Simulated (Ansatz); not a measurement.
# Field gradients of TiSi₂ from run to run

Cell of run 1: a computed structure from the Materials Project (it need not be an observed phase), atoms as given.

Space group Cmcm (No. 63); a = 3.5302, b = 13.5186, c = 3.5652 Å.

```
site  Wyckoff  site symmetry       x       y       z
  Ti       4c            m2m  0.5000  0.6031  0.7500
 Si3       4c            m2m  0.5000  0.9417  0.7500
 Si5       4c            m2m  0.5000  0.2503  0.7500
```

One atom of each set is listed; the run and its k-mesh use a cell of 6 atoms with edges of 6.99, 6.99, 3.57 Å.

Relaxed positions (PBE, cell held):

Ti (0.5000, 0.6030, 0.7500)
Si3 (0.5000, 0.9407, 0.7500)
Si5 (0.5000, 0.2503, 0.7500)

All runs are DFT with Ansatz 0.2.0 (plane waves and PAW, scalar-relativistic unless spin–orbit coupling is named, Γ-centred meshes, Fermi–Dirac smearing where given) in this cell.

Run 1: PBE, atoms as given; 420 eV, 10×10×9 k-points, smearing 0.05 eV.
Run 2: PBE, atoms relaxed; 420 eV, 10×10×9 k-points, smearing 0.05 eV.
Run 3: r2SCAN, at the relaxed atoms; 500 eV, 10×10×9 k-points, smearing 0.05 eV.

```tsv
run	Ti V_zz (η)	Si3 V_zz (η)	Si5 V_zz (η)
1	-0.84 (0.19)	4.03 (0.25)	-2.08 (0.04)
2	-0.79 (0.23)	4.21 (0.26)	-2.03 (0.06)
3	?	?	?
```

V_zz in 10²¹ V/m².

**Question.** Estimate the row of run 3.

**Answer.** Ti: -0.66 (0.32); Si3: 4.28 (0.28); Si5: -2.00 (0.06). It lies nearest to run 2, from whose tensors on these sites it differs by 0.13 at most (largest principal value of the difference, on Ti). Taken one at a time, the positions of the atoms (as given or relaxed) move the tensors on these sites by up to 0.17 (largest principal value of the change, on Si3), the functional (r2SCAN with its higher cutoff) by 0.13 (Ti). Without a gap such differences can lie within the error of the k-mesh, so this order isn't firm.

In runs 1, 2, 3 there is no gap above 0.1 eV, so the gradients can move by 10 % or more with the k-mesh.
